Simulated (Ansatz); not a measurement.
GaN:
```
GaN
1.0
    3.21712     0.00000     0.00000
   -1.60856     2.78610     0.00000
    0.00000     0.00000    10.49533
Ga N
4 4
Direct
  0.00000   0.00000   0.00051
  0.00000   0.00000   0.50051
  0.66667   0.33333   0.75022
  0.33333   0.66667   0.25022
  0.00000   0.00000   0.81252
  0.00000   0.00000   0.31252
  0.66667   0.33333   0.56238
  0.33333   0.66667   0.06238
```

Relaxed with PBE.

**Question.** Map the valence electron density (e/Å³), cut off at 2 on the plane through (0.000, 0.000, 0.001) spanned by u = [0, 0, 1] and v = [1, -1, 0] in lattice vectors, from the program Ansatz at the PBE level (PAW).

**Answer.** x is the fraction of u, y of v (the angle between them is 90°; rows are the nearest grid lines); atoms in the plane: Ga at (0.00, 0.00), Ga at (0.50, 0.00), Ga at (0.75, 0.67), Ga at (0.25, 0.33), N at (0.81, 0.00), N at (0.31, 0.00), N at (0.56, 0.67), N at (0.06, 0.33).
```
|@@@-     :*@@@@#--@@@@-     :*@@@@#--@@@|
|@@@:     :+@@@@*--@@@@:     :+@@@@*--@@@|
|@@*:     .=@@@%=::*@@*:     .=@@@@=::*@@|
|-:.       .:--:....:--:.    .:-==:....:-|
|..         ....    .---:.  .:---:.    ..|
|                   .+**=:..:=*+-..      |
|                   .%@@#-::+@@@+:       |
|                   :@@@@#--@@@@@-       |
|                   :@@@@*--@@@@@:       |
|                   .@@@@+:-%@@@%:       |
|                   .*@@*-::=@@@-.       |
|  .                .-==-....-=-..       |
|:-==-....-=-..       .                .:|
|-*@@*-::=@@@-.                        .-|
|=@@@@+:-%@@@%:                        .=|
|+@@@@*--@@@@@:                        :+|
|*@@@@#--@@@@@-                        :*|
|=%@@#-::+@@@+:                        .=|
|-+**=:..:=*+-..                       .-|
|:---:.  .:---:.    ..         ....    .:|
|---:.    .:-==:....::.       .:--:....:-|
|@@*:     .=@@@@=::*@@*:     .=@@@%=::*@@|
|@@@:     :+@@@@*--@@@@:     :+@@@@*--@@@|
|@@@-     :*@@@@#--@@@@-     :*@@@@#--@@@|
```
Scale: ten equal steps from 0.030 (start of ' ') to 2.00 (end of '@'), in the order ' .:-=+*#%@'; x runs from 0.000 to 1.00, y from 0.000 (bottom) to 1.00 (top).

The density is the valence pseudo-density with augmentation charge, so density and ELF within about 1 Å of a nucleus are not all-electron values.

Space group P6_3mc. A made-up cell: these elements were put on the sites of a structure type. Its sites differ from those of the usual phase in this space group: another stacking or structure type. The cell was relaxed with PBE under the symmetry of its start; phonons on a q-mesh show no instability.

Potentials: the later of the program's two PAW sets.
